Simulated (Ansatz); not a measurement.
**Ti6Mo: rattling a relaxed structure**

The cell was found from a structure generator's guess, not taken from experiment.

All numbers below come from Ansatz 0.2.0, DFT PBE, scalar-relativistic, plane waves, PAW. Settings: cutoff 420 eV, Γ-centred mesh 6×6×8 on the computed 7-atom cell, Gaussian smearing of 0.10 eV; no spin polarisation.

The cell below (7 atoms, space group P4/mmm (No. 123)) is relaxed within its symmetry.

```xyz
7
Lattice="5.3081 0.0000 0.0000 0.0000 5.3081 0.0000 0.0000 0.0000 4.5977" Properties=species:S:1:pos:R:3 pbc="T T T"
Ti    2.6540    0.0000    2.2988
Ti    0.0000    2.6540    2.2988
Ti    1.2906    1.2906    0.0000
Ti    4.0175    4.0175    0.0000
Ti    4.0175    1.2906    0.0000
Ti    1.2906    4.0175    0.0000
Mo    0.0000    0.0000    2.2988
```

For the test it was strained at random (σ = 1.5 % a component), the atoms were moved at random (σ = 0.10 Å), and all was relaxed again on a coarse 6×4×4 mesh (in the run’s order of axes) with 0.20 eV smearing, with no symmetry imposed.

The cell is a metal run without spin; a magnetic state may lie lower.

Problem. Does it come back?

Solution. It doesn't return. The energy falls by 123 meV/atom on that mesh, the volume changes by -1.9 %, and the end has space group Amm2 (No. 38) at a loose tolerance. Relaxed again on an 8×6×6 mesh with 0.10 eV smearing, the new structure lies 122 meV/atom below the first (mesh in the axes of the run's cell; the cell below is made exact in the group named). Space group Amm2 (No. 38), orthorhombic, a = 4.576 Å, b = 6.776 Å, c = 8.196 Å. Around Ti on a site of symmetry m lie 2 Mo at 2.65–2.67 Å and 9 Ti at 2.86–3.21 Å; Ti on a site of symmetry mm2 is surrounded by 2 Ti at 2.63 Å, 2 Mo at 2.74 Å, 6 Ti at 2.86–2.87 Å and 1 Ti at 3.03 Å; Ti on a second site of symmetry mm2 has 2 Ti at 2.63 Å, 2 Mo at 2.75 Å and 7 Ti at 2.86–3.03 Å; Mo has 8 Ti at 2.65–2.75 Å and 4 Ti at 3.14 Å; 1 more site not described.

```
Ti Mo
1.0
     4.57611    0.00000    0.00000
     0.00000    3.38799    4.09780
     0.00000   -3.38799    4.09780
Ti Mo
6 1
Direct
  0.50000 0.98123 0.50742
  0.50000 0.50742 0.98123
  0.00000 0.81700 0.81700
  0.00000 0.18661 0.18661
  0.00000 0.68357 0.31839
  0.00000 0.31839 0.68357
  0.50000 0.00145 0.00145
```
